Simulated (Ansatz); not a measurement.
Consider the following.

InGaAs2:
```cif
data_As2GaIn
_chemical_formula_sum 'In1 Ga1 As2'
_space_group_name_H-M_alt 'P-4m2'
_space_group_IT_number 115
_space_group_name_Hall 'P -4 -2'
_cell_length_a 4.10182
_cell_length_b 4.10182
_cell_length_c 5.84568
_cell_angle_alpha 90.000
_cell_angle_beta 90.000
_cell_angle_gamma 90.000
loop_
_atom_site_label
_atom_site_type_symbol
_atom_site_symmetry_multiplicity
_atom_site_Wyckoff_symbol
_atom_site_fract_x
_atom_site_fract_y
_atom_site_fract_z
_atom_site_occupancy
In1 In 1 d 0.00000 0.00000 0.50000 1
Ga1 Ga 1 b 0.50000 0.50000 0.00000 1
As1 As 2 g 0.00000 0.50000 0.23011 1
```

This is the LDA-relaxed structure.

### Question
All from DFT-LDA in the program Ansatz with PAW potentials, unless another level is named. Estimate the electronic character.

### Answer
no gap, with almost no states at the Fermi level (zero-gap or semimetallic).

### Question
Give the formation energy from the elements (no fitted shifts).

### Answer
-243 meV/atom.

The workflow started from a Materials Project entry (that database holds measured and hypothetical structures alike); the Crystallography Open Database copy checked does not list it. With In and Ga taken as one species the cell has the higher symmetry F-43m, so it may be an ordered model of a mixed-site phase. Whether it is the stable phase at ambient conditions was not checked. The LDA relaxation kept the symmetry of its start; of distortions, only those at the zone centre were tested. The references are the lowest solids computed at this level, not always the standard phases. Spin–orbit coupling is left out wherever it is not named.

Potentials: the later of the program's two PAW sets.
